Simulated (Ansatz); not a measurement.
Here is the system:

Nb3Al:
```cif
data_Al2Nb6
_chemical_formula_sum 'Al2 Nb6'
_space_group_name_H-M_alt 'Pm-3n'
_space_group_IT_number 223
_space_group_name_Hall '-P 4n 2 3'
_cell_length_a 5.14325
_cell_length_b 5.14325
_cell_length_c 5.14325
_cell_angle_alpha 90.000
_cell_angle_beta 90.000
_cell_angle_gamma 90.000
loop_
_atom_site_label
_atom_site_type_symbol
_atom_site_symmetry_multiplicity
_atom_site_Wyckoff_symbol
_atom_site_fract_x
_atom_site_fract_y
_atom_site_fract_z
_atom_site_occupancy
Al1 Al 2 a 0.00000 0.00000 0.00000 1
Nb1 Nb 6 c 0.00000 0.50000 0.25000 1
```

This is the PBEsol-relaxed structure.

Task: All from PBEsol (plane waves, PAW; program Ansatz), unless another level is named. Give the density of states at the Fermi level.

Result: 1.7 states/eV per atom (mean over ±0.08 eV).

Task: And the formation energy from the elements (no fitted shifts)?

Result: -0.18 eV/atom.

Task: What about the gap with spin–orbit coupling?

Result: none (metallic).

The workflow started from a Materials Project entry (that database holds measured and hypothetical structures alike); the Crystallography Open Database copy checked does not list it. Its standing as an ambient phase is unchecked. The cell was relaxed with PBEsol under the symmetry of its start; of distortions, only those at the zone centre were tested. The run is not spin-polarised. The references are the lowest solids computed at this level, not always the standard phases. Spin–orbit coupling is left out wherever it is not named.

Potentials: the later of the program's two PAW sets.
